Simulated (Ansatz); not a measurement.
TaRu:
```
CELL_PARAMETERS angstrom
      0.00000     2.57368     2.57368
      2.57368     0.00000     2.57368
      2.57368     2.57368     0.00000
ATOMIC_POSITIONS crystal
  Ru 0.00000 0.00000 0.00000
  Ta 0.50000 0.50000 0.50000
```

Relaxed with PBEsol. Special points in fractions of this cell's reciprocal vectors: Γ (0.000, 0.000, 0.000); X (0.500, 0.000, 0.500); U (0.625, 0.250, 0.625); K (0.375, 0.375, 0.750); L (0.500, 0.500, 0.500); W (0.500, 0.250, 0.750).

Task: List the band energies nearest the Fermi level at these points for DFT-PBEsol in the program Ansatz with PAW potentials.

Result: In eV from the Fermi level; about four levels below and three above (degenerate sets whole), none deeper than 8.9 eV; points with the same levels are listed once.

```tsv
k	below	above
Γ	-4.52 -4.52 -4.09 -4.09 -4.09	3.99 3.99 3.99
X	-2.68 -0.66 -0.66 -0.33	2.68 2.68 4.03
U	-2.82 -2.68 -2.60 -1.10	0.97 2.16 2.34
L	-0.97 -0.97 -0.52 -0.52	1.21 1.99 1.99
W	-3.13 -1.16 -0.64 -0.03	2.00 2.00 2.63
```

Space group Fm-3m (rock salt). The start of the workflow was typed in or built on a structure type; neither database checked (COD, Materials Project) lists it. COD files the formula under space group No. 123, 221, so this cell is another polymorph or a model. Its standing as an ambient phase is unchecked. Symmetry was held in the PBEsol relaxation. At this level the phase is mechanically unstable. No spin polarisation was allowed. Its formation energy is positive at this level, so the cell may be metastable or incomplete. Scalar-relativistic: spin–orbit coupling is off unless named, which matters more the heavier the elements.

Potentials: the later of the program's two PAW sets.
